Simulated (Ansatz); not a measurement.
Zr2MnN2 (I4/mmm) at 2 levels of theory

One geometry, relaxed with PBE; plane waves with PAW potentials in Ansatz, scalar-relativistic. Collinear spin; the first row ends at 2.1 μB a primitive cell. Gaps are the least over mesh and band path; pressure is positive in compression.

```cif
data_structure
_symmetry_space_group_name_H-M 'P 1'
_symmetry_Int_Tables_number 1
_cell_length_a 6.3750
_cell_length_b 6.3750
_cell_length_c 6.3750
_cell_angle_alpha 150.551
_cell_angle_beta 150.551
_cell_angle_gamma 42.134
_cell_volume 62.48
loop_
_atom_site_label
_atom_site_type_symbol
_atom_site_fract_x
_atom_site_fract_y
_atom_site_fract_z
_atom_site_occupancy
Zr1 Zr 0.35162 0.35162 0.00000 1
Zr2 Zr 0.64838 0.64838 0.00000 1
Mn1 Mn 0.00000 0.00000 0.00000 1
N1 N 0.16267 0.16267 0.00000 1
N2 N 0.83733 0.83733 0.00000 1
```

```csv
level,cutoff (eV),k mesh,gap (eV),pressure (GPa),largest moment (μB)
PBE,420,14×14×14,0,0.0,1.98
```

Question: What comes out on the same cell with PBEsol?

Answer:
```csv
level,cutoff (eV),k mesh,gap (eV),pressure (GPa),largest moment (μB)
PBEsol,420,14×14×14,0,-7.2,1.94
```

Moments started parallel, and an antiferromagnetic order may lie lower.

The cell was found from a proposed guess, not taken from experiment.
